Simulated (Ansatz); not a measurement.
**Relaxing a structure of TiPd**

The start is a randomly generated symmetric cell of TiPd (space group No. 11). The structure is fully relaxed (lattice and positions, P = 0) with PBEsol (plane waves to 420 eV, PAW, scalar-relativistic; Ansatz, a quantum-chemistry and plane-wave program). The first steps use a coarse 8×8×5 k-mesh.

Input geometry:
```
TiPd
1.0
    4.23115     0.00000     0.00000
    0.00000     4.21130     0.00000
   -1.19684     0.00000     7.53103
Pd Ti
4 4
Direct
  0.91918   0.25000   0.37452
  0.08082   0.75000   0.62548
  0.19478   0.25000   0.76419
  0.80522   0.75000   0.23581
  0.72345   0.25000   0.83240
  0.27655   0.75000   0.16760
  0.50000   0.00000   0.50000
  0.50000   0.50000   0.50000
```

Question: By how much does the energy per atom fall from start to end?

Answer: About 1.2 eV/atom.

Question: How does the volume change?

Answer: -6.5 %, from 16.77 to 15.68 Å³/atom.

Question: How do the shortest distances between atoms change?

Answer: The closest pairs of elements (up to four, under 3.6 Å), start → end: Ti–Ti 2.11 → 2.45 Å; Pd–Ti 2.14 → 2.44 Å; Pd–Pd 2.37 → 2.78 Å.

Question: Is the relaxed structure metallic? Give its gap.

Answer: Zero (metallic).

Question: Write out the relaxed structure.

Answer: 
```cif
data_Pd4Ti4
_chemical_formula_sum 'Pd4 Ti4'
_space_group_name_H-M_alt 'P21/m'
_space_group_IT_number 11
_space_group_name_Hall '-P 2yb'
_cell_length_a 4.75380
_cell_length_b 4.89604
_cell_length_c 5.40767
_cell_angle_alpha 90.000
_cell_angle_beta 94.533
_cell_angle_gamma 90.000
loop_
_atom_site_label
_atom_site_type_symbol
_atom_site_symmetry_multiplicity
_atom_site_Wyckoff_symbol
_atom_site_fract_x
_atom_site_fract_y
_atom_site_fract_z
_atom_site_occupancy
Pd1 Pd 2 e 0.03610 0.25000 0.65104 1
Pd2 Pd 2 e 0.17737 0.25000 0.15927 1
Ti1 Ti 2 e 0.68142 0.25000 0.00543 1
Ti2 Ti 2 d 0.50000 0.50000 0.50000 1
```

The space group stays P2₁/m (No. 11) (the run could not lower it), with 8 atoms in the primitive cell. Final values are on a 10×10×9 k-mesh of the relaxed cell. The start holds a very short contact (Ti–Ti 2.11 Å). No spin polarisation in the result.

The run could not lose the symmetry of its start.

The first start was generated by a random draw of sites in a space group. Materials Project lists a structure of TiPd in the same space group, P2₁/m (No. 11); the sites were not compared with it, nor with measured phases.
